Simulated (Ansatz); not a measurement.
Bi2S3: Electric field gradients

The cell is an entry of the Crystallography Open Database (COD), its atoms then relaxed with PBE in this cell.

```yaml
crystal:
  lattice:
    - [11.34500, 0.00000, 0.00000]
    - [0.00000, 3.99400, 0.00000]
    - [0.00000, 0.00000, 11.19300]
  atoms:
    - { symbol: Bi, position: [0.48665, 0.25000, 0.32507] }
    - { symbol: Bi, position: [0.01335, 0.75000, 0.82507] }
    - { symbol: Bi, position: [0.98665, 0.25000, 0.17493] }
    - { symbol: Bi, position: [0.51335, 0.75000, 0.67493] }
    - { symbol: Bi, position: [0.33875, 0.75000, 0.03200] }
    - { symbol: Bi, position: [0.16125, 0.25000, 0.53200] }
    - { symbol: Bi, position: [0.83875, 0.75000, 0.46800] }
    - { symbol: Bi, position: [0.66125, 0.25000, 0.96800] }
    - { symbol: S, position: [0.28446, 0.25000, 0.19216] }
    - { symbol: S, position: [0.21554, 0.75000, 0.69216] }
    - { symbol: S, position: [0.78446, 0.25000, 0.30784] }
    - { symbol: S, position: [0.71554, 0.75000, 0.80784] }
    - { symbol: S, position: [0.54977, 0.75000, 0.12916] }
    - { symbol: S, position: [0.95023, 0.25000, 0.62916] }
    - { symbol: S, position: [0.04977, 0.75000, 0.37084] }
    - { symbol: S, position: [0.45023, 0.25000, 0.87084] }
    - { symbol: S, position: [0.37796, 0.75000, 0.44378] }
    - { symbol: S, position: [0.12204, 0.25000, 0.94378] }
    - { symbol: S, position: [0.87796, 0.75000, 0.05622] }
    - { symbol: S, position: [0.62204, 0.25000, 0.55622] }
```

Atom numbers follow the list; atoms alike are taken as one site, whose name carries the number of the first.

Method: Kohn–Sham DFT in Ansatz, r2SCAN, plane waves and PAW, scalar-relativistic, 500 eV cutoff, Γ-centred 3×7×3 k-points, Fermi–Dirac smearing 0.02 eV.

C_Q = eQV_zz/h, which is 24.18 MHz for Q = 1 b and V_zz = 10²¹ V/m²; η = (V_xx − V_yy)/V_zz. Directions are in the Cartesian axes of the cell vectors above, for the atom listed; none is given where the gradient is under 0.02 or η is above 0.95.

Problem. Give the quadrupolar parameters of the distinct sites.

Solution. 

```
site  first atom          first shell  V_zz (10²¹ V/m²)     η  direction of V_zz (x, y, z)
 Bi1           1   7 S at 2.70–3.38 Å              8.96  0.97                            –
 Bi5           5   7 S at 2.63–3.32 Å             -22.2  0.08               0.71 0.00 0.70
  S9           9  3 Bi at 2.73–2.75 Å             -2.83  0.21              0.90 0.00 -0.43
 S13          13  5 Bi at 2.63–3.05 Å              4.61  0.84               0.94 0.00 0.35
 S17          17  5 Bi at 2.70–3.32 Å             -8.99  0.18               0.78 0.00 0.62
```

At S9 V_zz stands upright on the plane through its three neighbours (within 2°).

Spin–orbit coupling is left out, which shifts gradients on Bi by a few per cent, and by more where contributions nearly cancel. Where η is near 1 the sign of V_zz means little.

The run took 2.6 min of wall time (4.9 min of CPU time) and 2.4 GiB at its peak, on 2 threads of Intel Xeon Processor @ 2.50GHz (Skylake/Cascade Lake) (x86_64; 62 cores open to the job, memory cap 5.0 GiB, no GPU), a shared host with a load of 0.8 a core.
